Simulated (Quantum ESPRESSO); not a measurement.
## Ru2RhW2Al3 (input and log of a self-consistent run)

A calculation, not a measurement. The program is pw.x of Quantum ESPRESSO 7.5 (plane-wave density functional theory). The cell is made up: eight metal atoms on a face-centred cubic lattice, with elements, volume, strain and displacements drawn at random and not relaxed, so it may be unstable or far from any real phase. PseudoDojo standard norm-conserving files set the functional (PBE unless stated); there is no spin polarisation or spin-orbit coupling, the Fermi-Dirac width of 0.25 eV means electrons at about 2900 K, and the masses in the input are unused placeholders. Heavy elements are run without spin-orbit coupling, which real alloys of them have. A spin test at this wide smearing found no moment, but such smearing suppresses magnetism that the real alloy may have.

Input:

```
&control calculation='scf', pseudo_dir='./dojo.nc.sr.pbe.v0_5.standard.upf', outdir='./o', disk_io='minimal', tprnfor=.true., tstress=.true. /
&system ibrav=0, nat=8, ntyp=4, nbnd=57, ecutwfc=87.97787729, nosym=.true., tot_charge=0,
 occupations='smearing', smearing='fd', degauss=0.0183746611
/
&electrons conv_thr=1.470e-08, electron_maxstep=70, mixing_beta=0.5 /
ATOMIC_SPECIES
Al 1.0 Al.upf
Rh 1.0 Rh.upf
Ru 1.0 Ru.upf
W 1.0 W.upf
CELL_PARAMETERS angstrom
1.9334 3.8669 1.9334
1.9334 -3.8669 1.9334
1.9334 0.0 -5.8002
ATOMIC_POSITIONS angstrom
Ru -0.0313 0.0074 0.0727
Rh 2.0511 -1.8641 0.034
W 1.8953 0.1633 -2.0344
W 3.9244 -1.9141 -1.8802
Al 1.9066 -0.0197 2.0098
Al 1.8667 1.8554 0.0036
Ru 3.8174 -0.0248 0.064
Al 3.8237 1.9142 -1.9639
K_POINTS automatic
6 6 4 1 1 1
```

The log is shortened where brackets say so; the opening notice, blank lines, dates and the lines on written files are dropped, and the path of the files is cut. It prints rydbergs, bohrs and kilobars, and counts compression as positive stress. Its total energy is the free energy E - TS of the whole cell.

```
     Program PWSCF v.7.5
     Parallel version (MPI & OpenMP), running on       4 processor cores
     Number of MPI processes:                 4
     Threads/MPI process:                     1
     [start-up lines left out]
     bravais-lattice index     =            0
     lattice parameter (alat)  =       8.9496  a.u.
     unit-cell volume          =     780.3563 (a.u.)^3
     number of atoms/cell      =            8
     number of atomic types    =            4
     number of electrons       =        86.00
     number of Kohn-Sham states=           57
     kinetic-energy cutoff     =      87.9779  Ry
     charge density cutoff     =     351.9115  Ry
     scf convergence threshold =      1.5E-08
     mixing beta               =       0.5000
     number of iterations used =            8  plain     mixing
     Exchange-correlation= PBE
                           (   1   4   3   4   0   0   0)
     [axes and pseudopotential details left out]
   Cartesian axes
     site n.     atom                  positions (alat units)
         1        Ru     tau(   1) = (  -0.0066091   0.0015625   0.0153507  )
         2        Rh     tau(   2) = (   0.4330938  -0.3936084   0.0071792  )
         3        W      tau(   3) = (   0.4001964   0.0344811  -0.4295676  )
         4        W      tau(   4) = (   0.8286449  -0.4041660  -0.3970080  )
         5        Al     tau(   5) = (   0.4025824  -0.0041597   0.4243733  )
         6        Al     tau(   6) = (   0.3941574   0.3917714   0.0007601  )
         7        Ru     tau(   7) = (   0.8060516  -0.0052366   0.0135137  )
         8        Al     tau(   8) = (   0.8073819   0.4041871  -0.4146814  )
     number of k points=    72  Fermi-Dirac smearing, width (Ry)=  0.0184
                       cart. coord. in units 2pi/alat
        k(    1) = (   0.2296436   0.0000000  -0.0255160), wk =   0.0277778
        k(    2) = (   0.3827394   0.0000000  -0.1786117), wk =   0.0277778
     [further k points left out]
     Dense  grid:    87209 G-vectors     FFT dimensions: (  54,  54,  72)
     Estimated max dynamical RAM per process >     319.92 MB
     Estimated total dynamical RAM >       1.19 GB
     Initial potential from superposition of free atoms
     starting charge      85.9895, renormalised to      86.0000
     Starting wfcs are   62 randomized atomic wfcs
     total cpu time spent up to now is        6.5 secs
     per-process dynamical memory:   261.2 Mb
     Self-consistent Calculation
     iteration #  1     ecut=    87.98 Ry     beta= 0.50
     Davidson diagonalization with overlap
     ethr =  1.00E-02,  avg # of iterations =  4.8
     total cpu time spent up to now is       22.0 secs
     total energy              =    -955.35166962 Ry
     estimated scf accuracy    <       1.76363039 Ry
     iteration #  2     ecut=    87.98 Ry     beta= 0.50
     Davidson diagonalization with overlap
     ethr =  2.05E-03,  avg # of iterations =  2.8
     total cpu time spent up to now is       38.1 secs
     total energy              =    -955.16957701 Ry
     estimated scf accuracy    <      12.82439296 Ry
     iteration #  3     ecut=    87.98 Ry     beta= 0.50
     Davidson diagonalization with overlap
     ethr =  2.05E-03,  avg # of iterations =  2.0
     total cpu time spent up to now is       51.4 secs
     total energy              =    -956.26995744 Ry
     estimated scf accuracy    <       0.15581043 Ry
     iteration #  4     ecut=    87.98 Ry     beta= 0.50
     Davidson diagonalization with overlap
     ethr =  1.81E-04,  avg # of iterations =  3.9
     total cpu time spent up to now is       66.2 secs
     total energy              =    -956.27231368 Ry
     estimated scf accuracy    <       0.34064074 Ry
     iteration #  5     ecut=    87.98 Ry     beta= 0.50
     Davidson diagonalization with overlap
     ethr =  1.81E-04,  avg # of iterations =  2.0
     total cpu time spent up to now is       79.5 secs
     total energy              =    -956.30035265 Ry
     estimated scf accuracy    <       0.05341378 Ry
     [iterations 6 to 8 left out]
     iteration #  9     ecut=    87.98 Ry     beta= 0.50
     Davidson diagonalization with overlap
     ethr =  2.55E-06,  avg # of iterations =  1.1
     total cpu time spent up to now is      134.4 secs
     total energy              =    -956.30828795 Ry
     estimated scf accuracy    <       0.00031348 Ry
     iteration # 10     ecut=    87.98 Ry     beta= 0.50
     Davidson diagonalization with overlap
     ethr =  3.65E-07,  avg # of iterations =  1.8
     total cpu time spent up to now is      146.4 secs
     total energy              =    -956.30832512 Ry
     estimated scf accuracy    <       0.00001846 Ry
     iteration # 11     ecut=    87.98 Ry     beta= 0.50
     Davidson diagonalization with overlap
     ethr =  2.15E-08,  avg # of iterations =  2.1
     total cpu time spent up to now is      161.1 secs
     total energy              =    -956.30832775 Ry
     estimated scf accuracy    <       0.00000130 Ry
     iteration # 12     ecut=    87.98 Ry     beta= 0.50
     Davidson diagonalization with overlap
     ethr =  1.52E-09,  avg # of iterations =  3.7
     total cpu time spent up to now is      176.3 secs
     total energy              =    -956.30832799 Ry
     estimated scf accuracy    <       0.00000010 Ry
     iteration # 13     ecut=    87.98 Ry     beta= 0.50
     Davidson diagonalization with overlap
     ethr =  1.13E-10,  avg # of iterations =  3.7
     total cpu time spent up to now is      192.0 secs
     End of self-consistent calculation
     [lines on levels left out]
!    total energy              =    -956.30832801 Ry
     estimated scf accuracy    <          7.8E-09 Ry
     smearing contrib. (-TS)   =      -0.10033729 Ry
     internal energy E=F+TS    =    -956.20799072 Ry
     The total energy is F=E-TS. E is the sum of the following terms:
     one-electron contribution =    -331.84065949 Ry
     hartree contribution      =     213.22441369 Ry
     xc contribution           =    -179.40752102 Ry
     ewald contribution        =    -658.18422391 Ry
     convergence has been achieved in  13 iterations
     Forces acting on atoms (cartesian axes, Ry/au):
     atom    1 type  3   force =     0.01890546    0.00310201   -0.02871444
     atom    2 type  2   force =    -0.07550598   -0.00178955    0.00075476
     atom    3 type  4   force =    -0.03511035   -0.11764899    0.04715814
     atom    4 type  4   force =    -0.05633661    0.02899465   -0.03863446
     atom    5 type  1   force =     0.04472354   -0.00028869   -0.04434163
     atom    6 type  1   force =     0.03354863    0.02680828    0.02503687
     atom    7 type  3   force =     0.01569669    0.04427788    0.00276954
     atom    8 type  1   force =     0.05407863    0.01654441    0.03597122
     Total force =     0.206992     Total SCF correction =     0.000425
     Computing stress (Cartesian axis) and pressure
          total   stress  (Ry/bohr**3)                   (kbar)     P=       91.88
   0.00061898   0.00015647  -0.00025111           91.06       23.02      -36.94
   0.00015647   0.00074679   0.00004478           23.02      109.86        6.59
  -0.00025111   0.00004478   0.00050799          -36.94        6.59       74.73
     init_run     :      6.01s CPU      6.35s WALL (       1 calls)
     electrons    :    184.26s CPU    185.57s WALL (       1 calls)
     forces       :      2.53s CPU      2.58s WALL (       1 calls)
     stress       :      8.36s CPU      8.36s WALL (       1 calls)
     [timing details left out]
     PWSCF        :   3m21.33s CPU   3m23.11s WALL
     JOB DONE.
```

In other units: free energy -13011.238 eV for the cell, pressure 9.19 GPa, largest force component 3.025 eV/Å in size. The run took 205 s of wall time with four MPI processes on a shared machine (AMD EPYC, older, virtual cores), so the time is rough. A rerun of this cell at a higher cutoff and on a denser mesh moved values by no more than 0.003 eV in energy, 0.03 GPa in stress and 0.003 eV/Å in force, and a second program with other atomic files agreed on that cell to 2 % rms in force and 0.5 GPa in pressure.